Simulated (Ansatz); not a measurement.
NbSi2 (space group P6_422)

```xyz
9
Lattice="4.7929 0.0000 0.0000 -2.3964 4.1508 0.0000 0.0000 0.0000 6.5854" Properties=species:S:1:pos:R:3 pbc="T T T"
Nb     1.1982     2.0754     4.3903
Nb    -1.1982     2.0754     2.1951
Nb     2.3964     0.0000     0.0000
Si     1.2567     3.4927     2.1951
Si     2.3964     2.8347     0.0000
Si    -1.2567     3.4927     4.3903
Si     1.1397     0.6580     2.1951
Si     0.0000     1.3161     0.0000
Si     3.6531     0.6580     4.3903
```

The slice is a (-1 1 0 2) plane (indices of the conventional cell) through the point (0.683, 0.842, 0.333) (fractional), spanned by u = [110] and v = [1 -1 1] in vectors of this cell: u (4.79 Å) and v (10.60 Å, at 90° to u). It covers one period; positions are fractions (u, v).

Calculation: r2SCAN (plane waves to 500 eV, PAW, scalar-relativistic; Ansatz, a first-principles code). k mesh 11×11×7. Inside the PAW spheres the values are not all-electron values, and peaks at nuclei hang on which shells count as valence. NbSi2 is run without spin polarisation. NbSi2 was relaxed with its symmetry unable to fall.

Task: Predict the map of the electrostatic potential energy of an electron, from the cell's mean on the slice.

Result: 
| v \ u | 0.00 | 0.14 | 0.29 | 0.43 | 0.57 | 0.71 | 0.86 |
|---|---|---|---|---|---|---|---|
| 0.88 | 7.7 | 10.6 | 8.4 | x | x | 9.8 | 10.5 |
| 0.75 | x | 3.3 | 10.5 | x | x | 9.8 | <3.0 |
| 0.62 | 5.4 | 10.3 | 6.3 | x | x | 6.0 | 8.6 |
| 0.50 | 6.0 | 7.3 | 7.9 | 11.0 | 11.6 | 9.6 | 7.8 |
| 0.38 | 10.0 | 9.2 | 8.2 | 11.1 | x | x | x |
| 0.25 | 9.4 | x | x | 5.3 | 11.6 | 10.4 | 11.3 |
| 0.12 | 10.3 | 11.5 | 9.1 | x | x | 8.7 | 10.2 |
| 0.00 | x | x | 10.0 | 8.2 | 8.9 | 10.4 | x |

Values: electrostatic potential energy of an electron, from the cell's mean, in eV. Points within 1 Å of a nucleus are blanked (x), as the pseudised field means little there. Values under 3 eV are set to 3. The zero, the cell's mean, hangs on the PAW cores.
